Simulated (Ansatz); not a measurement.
## Sc4Al: rattling a relaxed structure

The structure comes from a generated guess, relaxed at this level; another structure or a mixture of phases may lie lower.

Computed with Ansatz, DFT PBE, scalar-relativistic, plane waves, PAW. Plane waves to 420 eV, a k mesh through Γ of 12×12×12 on the computed 5-atom cell and Gaussian smearing (0.10 eV); no spin polarisation.

The cell below (5 atoms, space group R-3m (No. 166)) is relaxed within its symmetry.

```yaml
crystal:
  lattice:
    - [2.47365, 1.42816, 5.27376]
    - [-2.47365, 1.42816, 5.27376]
    - [0.00000, -2.85632, 5.27376]
  atoms:
    - { symbol: Sc, position: [0.68356, 0.68356, 0.68356] }
    - { symbol: Sc, position: [0.10485, 0.10485, 0.10485] }
    - { symbol: Sc, position: [0.89515, 0.89515, 0.89515] }
    - { symbol: Sc, position: [0.31644, 0.31644, 0.31644] }
    - { symbol: Al, position: [0.50000, 0.50000, 0.50000] }
```

For the test a repeat of it with 10 atoms (edges 4.95, 6.00, 8.57 Å) was strained at random (σ = 1.5 % a component), the atoms were moved at random (σ = 0.15 Å), and all was relaxed again on a coarse 6×6×4 mesh (in the run’s order of axes) with 0.20 eV smearing, with no symmetry imposed.

Question: Is the structure stable against such a distortion?

Answer: It returns, within 1 meV/atom of the unmoved cell on that mesh and with the same symmetry when read at 0.1 Å. No instability shows in this cell; modes of other wave vectors, which need another repeat, aren't tested.
